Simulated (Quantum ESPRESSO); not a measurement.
# Planted mistakes on one cell of Al3MgAs3S

These are calculations, not measurements. They come from pw.x of Quantum ESPRESSO 7.5, a plane-wave density functional program, with PseudoDojo standard norm-conserving files (v0.5 for PBE, v0.4.1 for LDA and PBEsol). The cells are made up: elements, strain and atom displacements were drawn at random, and nothing was relaxed. There is no spin polarisation, spin-orbit coupling or dispersion term.

The cell has 8 sites of a zincblende or diamond lattice. Sites 1 to 4 hold Al Al Al Mg; sites 5 to 8 hold As As S As. Cell vectors in Å: (5.646, 0.000, 0.000); (0.000, 5.646, 0.000); (0.000, 0.000, 5.646). Settings: PBE, cutoff 1143 eV, 4 x 4 x 4 k mesh shifted by half a step, Fermi-Dirac smearing of 0.025 eV.

The intended run has a self-consistency threshold of 1e-07 eV, a smearing term of 0.000 eV, a pressure of 5.14 GPa and 10 iterations. Each further run changes one thing: all lengths scaled by 1.0090; atoms of sites 2 and 4 exchanged; cutoff 674 eV; files of LDA; k mesh 2 x 2 x 2; one electron removed; smearing 0.38 eV; threshold 0.2 eV. A coarse mesh keeps the shift, and a charged cell sits in a uniform background.

```
run  change of free energy (eV)  smearing term -TS (eV)  change of P (GPa)  largest change of a force component (eV/Å)  iterations
  A                      49.077                   0.000            -248.68                                       0.067          10
  B                       0.316                   0.000               0.31                                       0.070          10
  C                       0.012                   0.000               0.08                                       1.601           4
  D                      -6.174                  -0.009              -9.34                                       0.514          11
  E                      -0.189                  -0.630               0.31                                       0.253          10
  F                      -0.126                   0.000              -2.00                                       0.248          10
  G                       0.631                   0.000               0.15                                       1.338          10
  H                       5.410                   0.000              -3.86                                       0.279          10
```

A rerun of the intended cell at 1437 eV and k mesh 6 x 6 x 6 moved values by no more than 0.007 eV in the cell's energy, 0.02 GPa in stress and 0.007 eV/Å in force.

Question: which change belongs to which run?

## Worked reading

Run C has the fewest iterations, as a run stopped early does. Run E has the largest smearing term, as wide smearing gives. Run A has a higher energy and the largest fall in pressure, as too small a basis gives. Run F changes the volume by a factor of 1.0272; minus its pressure change over the logarithm of that factor, 75 GPa, is a rough bulk modulus with clamped atoms. Energies from files of another functional, or of a charged cell, have another zero and say nothing on stability; the pressure of a charged cell rests on the program's zero of potential too.

## Key

```
run                            change
  A                     cutoff 674 eV
  B                  k mesh 2 x 2 x 2
  C                  threshold 0.2 eV
  D              one electron removed
  E                  smearing 0.38 eV
  F      all lengths scaled by 1.0090
  G  atoms of sites 2 and 4 exchanged
  H                      files of LDA
```